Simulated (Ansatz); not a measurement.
A plane-wave DFT run in Ansatz 0.2.0 (scalar-relativistic PAW potentials unless the input names others): input and command.

```yaml
crystal:
  lattice:
    - [-1.6814107139, 1.6814107139, 8.8323675607]
    - [1.6814107139, -1.6814107139, 8.8323675607]
    - [1.6814107139, 1.6814107139, -8.8323675607]
  atoms:
    - { symbol: Li, position: [0.0, 0.0, 0.0] }
    - { symbol: Li, position: [0.75, 0.25, 0.5] }
    - { symbol: Zn, position: [0.4274122435, 0.4274122435, 0.0] }
    - { symbol: Zn, position: [0.1774122435, 0.6774122435, 0.5] }
    - { symbol: Zn, position: [0.3225877565, 0.8225877565, 0.5] }
    - { symbol: Zn, position: [0.5725877565, 0.5725877565, 0.0] }
basis:
  ecutwfc: 420
kpoints:
  mp_grid: { grid: [16, 16, 16] }
hamiltonian:
  xc: pbe
  hubbard: { sites: [{ species: Li, l: p, u_eff: 40.0 }] }
scf:
  occupations: { method: gaussian, width: 0.1 }
  max_iter: 80
output:
  forces: true
  eigenvalues: true
  stress: true
```

```bash
ansatz run input.yaml --threads 1 --pin off --max-ram 2560MiB --backend cpu --events-out ev --progress --plain --runs-dir out
```

Abridged log:
```
Basis set: ecut = 420 eV, 1961 PW (Γ), FFT grids on a1+a3, a2+a3, a3, exchange–correlation on 48×48×128 points (8 copies of the dense FFT grid, shifted against one another)
Bands: 33, of which v1, the nominal top of the filled ones, is band 27 counted from 1 (26 counted from 0)
Symmetry: 16 space group operations
k-points: 349 of 4096
SCF iter   1: F=—  HF=-13658.998709 eV  |F-HF|=—  |Δ(HF+E_count)|=         —  Δρ=3.06e-2  dr2=8.15e-1  ethr=1.50e-3  ⟨swp⟩=1.1  Hψ=89194  notcnv=0
SCF iter   2: F=—  HF=-13659.037450 eV  |F-HF|=—  |Δ(HF+E_count)|=   3.87e-2  Δρ=1.52e-2  dr2=2.87e-1  ethr=1.50e-3  ⟨swp⟩=3.9  Hψ=23248  notcnv=0
SCF iter   3: F=—  HF=-13659.103911 eV  |F-HF|=—  |Δ(HF+E_count)|=   6.65e-2  Δρ=1.42e-2  dr2=1.25e-1  ethr=5.31e-4  ⟨swp⟩=3.5  Hψ=30878  notcnv=0  defer=460
SCF iter   4: F=—  HF=-13659.045211 eV  |F-HF|=—  |Δ(HF+E_count)|=   5.87e-2  Δρ=3.12e-3  dr2=1.55e-2  ethr=2.31e-4  ⟨swp⟩=3.3  Hψ=27513  notcnv=0  defer=460
SCF iter   5: F=—  HF=-13659.044549 eV  |F-HF|=—  |Δ(HF+E_count)|=   6.62e-4  Δρ=6.35e-4  dr2=9.38e-4  ethr=2.87e-5  ⟨swp⟩=2.3  Hψ=20252  notcnv=0  defer=450
SCF iter   6: F=—  HF=-13659.044707 eV  |F-HF|=—  |Δ(HF+E_count)|=   1.58e-4  Δρ=4.60e-4  dr2=1.36e-4  ethr=1.74e-6  ⟨swp⟩=3.0  Hψ=27351  notcnv=0  defer=450
SCF iter   7: F=—  HF=-13659.044722 eV  |F-HF|=—  |Δ(HF+E_count)|=   1.45e-5  Δρ=1.08e-4  dr2=1.45e-5  ethr=2.52e-7  ⟨swp⟩=2.3  Hψ=21246  notcnv=0  defer=450
SCF iter   8: F=—  HF=-13659.044718 eV  |F-HF|=—  |Δ(HF+E_count)|=   3.34e-6  Δρ=2.86e-5  dr2=1.24e-6  ethr=2.69e-8  ⟨swp⟩=3.0  Hψ=26371  notcnv=0  defer=450
SCF iter   9: F=-13659.044718 eV  HF=-13659.044718 eV  |F-HF|=1.43e-8  |Δ(HF+E_count)|=   3.26e-8  Δρ=5.63e-6  dr2=5.57e-8  ethr=1.85e-10  ⟨swp⟩=12.2  Hψ=77352  notcnv=0
SCF 1 converged in 9 iterations: F = -13659.044718 eV  dr2 = 5.57e-8
SCF converged after 9 iterations
Free energy (F): -13659.044718 eV
Harris-Foulkes:  -13659.044718 eV  (|F-HF|=1.43e-8)
Internal energy: -13659.035429 eV  (E = F + TS)
E sigma→0 (E₀):  -13659.040074 eV
Entropy (-TS):   -0.009289 eV (-1.548 meV/atom)
Fermi energy:    9.615932 eV
--- Forces (eV/Å), atoms counted from 1 ---
  atom   1  Li     0.00000000     0.00000000     0.00000000
  atom   2  Li     0.00000000     0.00000000     0.00000000
  atom   3  Zn     0.00000000     0.00000000    -1.33717694
  atom   4  Zn     0.00000000     0.00000000    -1.33717694
  atom   5  Zn     0.00000000     0.00000000     1.33717694
  atom   6  Zn     0.00000000     0.00000000     1.33717694
--- Stress (GPa, compression-positive) ---
       45.578202       0.000000       0.000000
        0.000000      45.578202       0.000000
        0.000000       0.000000      19.814456
  P = ⅓ Tr σ = 36.9903 GPa (369.903 kbar)
Occupation matrices written to <dir>
```

Task: Find the fault.

Result: The fault is an enormous or negative U (hamiltonian.hubbard: not typed → {"sites": [{"species": "Li", "l": "p", "u_eff": 40.0}]}, the first being the value of the sound run). Setting it back cures it. The run converged all the same, with an energy at zero smearing 4.4 eV/atom above the reference's (the Hamiltonian itself differs), pressure 36.99 GPa, largest force 1.337 eV/Å, no gap on the mesh, so convergence alone doesn't show that an input is right. A reference run on usual settings, whose relaxation ended at this geometry, converged, and the end of its own relaxation has pressure 0.02 GPa, largest force 0.007 eV/Å, no gap on the mesh.

Time: 120 s on 1 thread of Arm Neoverse V1, with other jobs on the host, peak memory 1.7 GiB.